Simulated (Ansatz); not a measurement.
Ta₃Ru in space group Fm-3m (No. 225; Ta on 8c, Ta on 4b, Ru on 4a) at seven volumes, r²SCAN (plane waves, PAW; program Ansatz), scaled uniformly. One row is withheld.

| V (Å³/atom) | P (GPa) |
|---|---|
| 15.113 | 27.19 |
| 15.612 | 16.68 |
| 16.110 | 7.69 |
| 16.608 | 0.00 |
| 17.106 | -6.60 |
| 17.605 | -12.26 |
| 18.103 | ? |

Q: Fit the shown pressures and predict the withheld one.

A: Third-order Birch–Murnaghan: P = (3/2)B₀(x^(7/2) − x^(5/2))[1 + (3/4)(B′ − 4)(x − 1)] with x = (V₀/V)^(2/3). Least squares on the six rows gives V₀ = 16.608 Å³/atom, B₀ = 237.2 GPa, B′ = 4.12. At V = 18.103, x = 0.9442 and P = -17.12 GPa. The run itself gave -17.11 GPa.

The first step of the workflow began from a Materials Project structure, measured or hypothetical; the Crystallography Open Database copy checked does not list it. With Ta and Ru taken as one species the cell has the higher symmetry Im-3m, so it may be an ordered model of a mixed-site phase. Whether it is the stable phase at ambient conditions was not checked. Symmetry was held in the r²SCAN relaxation; its stability against distortions is not shown here. The run is not spin-polarised. Scalar-relativistic: spin–orbit coupling is off unless named, which matters more the heavier the elements.

Potentials: the later of the program's two PAW sets.
